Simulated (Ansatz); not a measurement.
ScOF:
```yaml
crystal:
  lattice:
    - [5.16806, 0.00000, 0.00000]
    - [0.00000, 5.14614, 0.00000]
    - [-0.89303, 0.00000, 5.15962]
  atoms:
    - { symbol: Sc, position: [0.69184, 0.47251, 0.28767] }
    - { symbol: Sc, position: [0.30816, 0.52749, 0.71233] }
    - { symbol: Sc, position: [0.30816, 0.97251, 0.21233] }
    - { symbol: Sc, position: [0.69184, 0.02749, 0.78767] }
    - { symbol: O, position: [0.54415, 0.74621, 0.01233] }
    - { symbol: O, position: [0.45585, 0.25379, 0.98767] }
    - { symbol: O, position: [0.45585, 0.24621, 0.48767] }
    - { symbol: O, position: [0.54415, 0.75379, 0.51233] }
    - { symbol: F, position: [0.94243, 0.32733, 0.65942] }
    - { symbol: F, position: [0.05757, 0.67267, 0.34058] }
    - { symbol: F, position: [0.05757, 0.82733, 0.84058] }
    - { symbol: F, position: [0.94243, 0.17267, 0.15942] }
```

Tensor components refer to the Cartesian frame of this cell.

Task: Give the high-frequency dielectric tensor and the Born effective charge tensors of the independent atoms from DFPT, the program Ansatz at the r²SCAN level (PAW).

Result: 
ε∞:
```
 3.10   0.00  -0.08
 0.00   3.76   0.00
-0.08   0.00   3.67
```
Z* of atom 1 (Sc), rows: field, columns: displacement, in e:
```
 3.23  -0.10  -0.06
 0.05   3.97   0.01
-0.07   0.09   3.77
```
Z* of atom 5 (O), rows: field, columns: displacement, in e:
```
-1.50  -0.01   0.22
 0.06  -2.75   0.17
 0.22   0.32  -2.67
```
Z* of atom 9 (F), rows: field, columns: displacement, in e:
```
-1.73  -0.47  -0.16
-0.47  -1.22   0.25
-0.15   0.23  -1.10
```

Static charges for comparison (Bader): Sc1 +2.15, O5 -1.34, F9 -0.81 e. Born charges measure polarisation by displacement and can exceed these by far.

Space group P2_1/c. The workflow started from a Materials Project entry (that database holds measured and hypothetical structures alike); the Crystallography Open Database copy checked does not list it. Its standing as an ambient phase is unchecked. Symmetry was held in the r²SCAN relaxation; its stability against distortions is not shown here. No spin polarisation was allowed.

Potentials: the later of the program's two PAW sets.
